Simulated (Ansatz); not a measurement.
NaBPt$_{3}$ in space group P6/mmm (No. 191; B on 2d, Pt on 6i, Na on 1a, Na on 1b) at seven volumes, DFT-PBEsol in the program Ansatz with PAW potentials, shape and atoms relaxed at each. One row is withheld.

```tsv
V (Å³/atom)	P (GPa)
13.272	21.09
13.709	12.73
14.147	5.77
14.585	-0.01
15.022	?
15.460	-8.73
15.897	-11.95
```

**Question.** Fit the shown pressures and predict the withheld one.

**Answer.** Third-order Birch–Murnaghan: P = (3/2)B₀(x^(7/2) − x^(5/2))[1 + (3/4)(B′ − 4)(x − 1)] with x = (V₀/V)^(2/3). Least squares on the six rows gives V₀ = 14.585 Å³/atom, B₀ = 174.3 GPa, B′ = 5.28. At V = 15.022, x = 0.9805 and P = -4.76 GPa. The run itself gave -4.78 GPa.

The workflow started from an entry of the Crystallography Open Database (COD). Whether it is the stable phase at ambient conditions was not checked. The cell was relaxed with PBEsol under the symmetry of its start; whether a distortion lowers the energy is not shown. No spin polarisation was allowed. Scalar-relativistic: spin–orbit coupling is off unless named, which matters more the heavier the elements.

Potentials: the later of the program's two PAW sets.
